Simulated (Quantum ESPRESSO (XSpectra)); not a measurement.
Quantum ESPRESSO (XSpectra) run for X-ray absorption at the Be K edge of BeTe (F-43m). Geometry: Materials Project entry mp-252 (a computed structure). The cell is the entry's, not relaxed again. The ground-state test found a gap, so occupations are fixed and the excited electron is left out (charged cell on a uniform background); energies count from the highest occupied level. pw.x input:

```
&CONTROL
  calculation = 'scf'
  prefix = 'x'
  pseudo_dir = './pseudo'
  outdir = './out'
/
&SYSTEM
  ibrav = 0
  nat = 16
  ntyp = 3
  ecutwfc = 66
  input_dft = 'PZ'
  tot_charge = 1
  occupations = 'fixed'
/
&ELECTRONS
  conv_thr = 1.6e-07
  mixing_beta = 0.4
/
ATOMIC_SPECIES
Beh 9.012 Be.lda-tm-gipaw-star1s.UPF
Be 9.012 Be.lda-tm-gipaw.UPF
Te 127.600 Te.upf
CELL_PARAMETERS angstrom
   0.000000000   -5.662920000   -5.662920000
   5.662920000    0.000000000   -5.662920000
   5.662920000   -5.662920000    0.000000000
ATOMIC_POSITIONS crystal
Beh    0.500000000    0.500000000    0.500000000
Be     0.500000000    0.500000000    0.000000000
Be     0.500000000    0.000000000    0.500000000
Be     0.000000000    0.500000000    0.500000000
Be     0.500000000    0.000000000    0.000000000
Be     0.000000000    0.500000000    0.000000000
Be     0.000000000    0.000000000    0.500000000
Be     0.000000000    0.000000000    0.000000000
Te     0.125000000    0.625000000    0.625000000
Te     0.125000000    0.625000000    0.125000000
Te     0.125000000    0.125000000    0.625000000
Te     0.625000000    0.625000000    0.625000000
Te     0.125000000    0.125000000    0.125000000
Te     0.625000000    0.625000000    0.125000000
Te     0.625000000    0.125000000    0.625000000
Te     0.625000000    0.125000000    0.125000000
K_POINTS automatic
2 2 2 0 0 0
```

xspectra.x input:

```
&input_xspectra
  calculation = 'xanes_dipole'
  edge = 'K'
  prefix = 'x'
  outdir = './out'
  xonly_plot = .false.
  xiabs = 1
  xcoordcrys = .false.
  xepsilon(1) = 1.0
  xepsilon(2) = 0.0
  xepsilon(3) = 0.0
  xniter = 1500
  xcheck_conv = 50
  xerror = 0.002
  x_save_file = 'x0.sav'
/
&plot
  xnepoint = 451
  xemin = -5.0
  xemax = 40.0
  xgamma = 0.5
  terminator = .true.
  cut_occ_states = .true.
/
&pseudos
  filecore = 'core.wfc'
/
&cut_occ
  cut_desmooth = 0.1
  cut_stepl = 0.01
  cut_ierror = 1e-6
/
4 4 4 1 1 1
```

End of the pw.x output:

```
     3.9489   3.9489   4.2575   4.4937   4.4937   4.5208   4.6992   4.6992
     5.0488   5.3265   5.3265   5.4536   6.3213   6.3213   6.6956   6.6956

          k =-0.7071 0.0000 0.0000 ( 22148 PWs)   bands (ev):

   -29.4561 -29.4553 -29.4538 -29.4538 -29.4322 -29.4320 -29.4307 -29.4307
   -29.4302 -29.4299 -29.4287 -29.4287 -29.3562 -29.3562 -29.3562 -29.3562
   -29.3558 -29.3558 -29.3557 -29.3557 -28.6291 -28.6291 -28.6283 -28.6283
   -28.6282 -28.6280 -28.6277 -28.6277 -28.6202 -28.6199 -28.6184 -28.6184
   -28.6158 -28.6158 -28.6153 -28.6153 -28.6145 -28.6143 -28.6135 -28.6135
    -4.6730  -4.5391  -4.0438  -4.0438  -3.7352  -3.7206  -3.1720  -3.1720
     1.5296   2.4853   2.7506   2.9283   2.9283   3.1167   3.4932   3.4932
     3.5564   3.5939   3.7832   3.9448   4.3280   4.3280   4.4773   4.4939
     5.0911   5.0911   5.5733   5.5733   6.0404   6.0522   6.1187   6.1187

     highest occupied level (ev):     7.2158

!    total energy              =   -1703.57884919 Ry
     estimated scf accuracy    <       0.00000006 Ry

     The total energy is the sum of the following terms:
     one-electron contribution =    -822.15212700 Ry
     hartree contribution      =     457.42256047 Ry
     xc contribution           =    -405.00621824 Ry
     ewald contribution        =    -933.84306443 Ry

     convergence has been achieved in  12 iterations

     XML data file, charge density, pseudopotentials, collected wavefunctions
```

xspectra.x output, shortened:

```
... Begin STEP 1 ...

        Radial transition matrix element(s) used in the calculation of the
        initial vector of the Lanczos basis (|tilde{phi}_abs> normalized)
        | For PAW proj. (l=1) #1: radial matrix element =   0.344335776
        | For PAW proj. (l=1) #2: radial matrix element =   0.421285672

NB: the    16 k-point are not all listed below because npool=  4
        |-------------------------------------------------------------
        ! k-point #     1:  ( 0.0884, -0.0884, -0.0884),  0.0312,   1
        |-------------------------------------------------------------
 okvan= F
        |   Norm of the initial Lanczos vector: 0.24253233E+00
        !   => CONVERGED at iter    650 with error=  0.00113303
        |-------------------------------------------------------------
        ! k-point #     2:  ( 0.2652, -0.2652,  0.0884),  0.0312,   1
        |-------------------------------------------------------------
 okvan= F
        |   Norm of the initial Lanczos vector: 0.24253233E+00
        !   => CONVERGED at iter    800 with error=  0.00190736
        |-------------------------------------------------------------
        ! k-point #     3:  ( 0.4419, -0.4419,  0.2652),  0.0312,   1
        |-------------------------------------------------------------
 okvan= F
        |   Norm of the initial Lanczos vector: 0.24253231E+00
        !   => CONVERGED at iter    750 with error=  0.00112672
        |-------------------------------------------------------------

        ...
... Begin STEP 2 ...

     The spectrum is calculated using the following parameters:
        energy-zero of the spectrum [eV]:    7.2158
        the occupied states are elimintate from the spectrum
        xemin [eV]:  -5.00
        xemax [eV]:  40.00
        xnepoint:  451
        constant broadening parameter [eV]:    0.500
        Core level energy [eV]:  -111.5
         (from electron binding energy of neutral atoms in X-ray data booklet)

     Cross-section successfully written in xanes.dat

     ... End STEP 2 ...

     xanes        :    434.02s CPU    437.30s WALL (       1 calls)

     -------------------------------------------------------------------------
                                END JOB XSpectra
     -------------------------------------------------------------------------
```

xanes.dat for the field along x, every fifth line (energy in eV, cross section):

```
   -5.000   3.5820e-03
   -4.500   4.0500e-03
   -4.000   4.6230e-03
   -3.500   5.3370e-03
   -3.000   6.2440e-03
   -2.500   7.4260e-03
   -2.000   9.0140e-03
   -1.500   1.1230e-02
   -1.000   1.4500e-02
   -0.500   1.9690e-02
    0.000   2.8720e-02
    0.500   4.7740e-02
    1.000   9.5780e-02
    1.500   1.9200e-01
    2.000   2.2130e-01
    2.500   2.5360e-01
    3.000   3.1910e-01
    3.500   3.0570e-01
    4.000   2.2620e-01
    4.500   1.6250e-01
    5.000   1.3990e-01
    5.500   1.2320e-01
    6.000   1.1770e-01
    6.500   1.1540e-01
    7.000   1.2320e-01
    7.500   1.0730e-01
    8.000   8.9160e-02
    8.500   1.0470e-01
    9.000   1.2530e-01
    9.500   1.2210e-01
   10.000   1.0590e-01
   10.500   9.6340e-02
   11.000   9.7220e-02
   11.500   9.6670e-02
   12.000   8.3740e-02
   12.500   6.7530e-02
   13.000   5.2490e-02
   13.500   4.4000e-02
   14.000   4.2310e-02
   14.500   4.3480e-02
   15.000   4.7300e-02
   15.500   5.6960e-02
   16.000   6.9020e-02
   16.500   7.0390e-02
   17.000   6.8330e-02
   17.500   7.0230e-02
   18.000   6.8250e-02
   18.500   6.3330e-02
   19.000   6.4790e-02
   19.500   7.4610e-02
   20.000   7.8510e-02
   20.500   8.1470e-02
   21.000   9.3610e-02
   21.500   9.6450e-02
   22.000   1.0570e-01
   22.500   1.0050e-01
   23.000   8.0430e-02
   23.500   5.4280e-02
   24.000   4.1610e-02
   24.500   3.7000e-02
   25.000   3.9710e-02
   25.500   4.1160e-02
   26.000   4.4280e-02
   26.500   4.8640e-02
   27.000   4.8250e-02
   27.500   5.5290e-02
   28.000   6.4490e-02
   28.500   6.7730e-02
   29.000   7.3050e-02
   29.500   8.3280e-02
   30.000   7.7870e-02
   30.500   6.5290e-02
   31.000   5.0440e-02
   31.500   4.1000e-02
   32.000   3.3560e-02
   32.500   2.6610e-02
   33.000   2.1990e-02
   33.500   2.0400e-02
   34.000   2.0340e-02
   34.500   2.1290e-02
   35.000   2.3300e-02
   35.500   2.2240e-02
   36.000   2.1180e-02
   36.500   2.2560e-02
   37.000   2.5990e-02
   37.500   2.4310e-02
   38.000   2.2810e-02
   38.500   2.5010e-02
   39.000   2.8390e-02
   39.500   3.0870e-02
   40.000   2.6660e-02
```
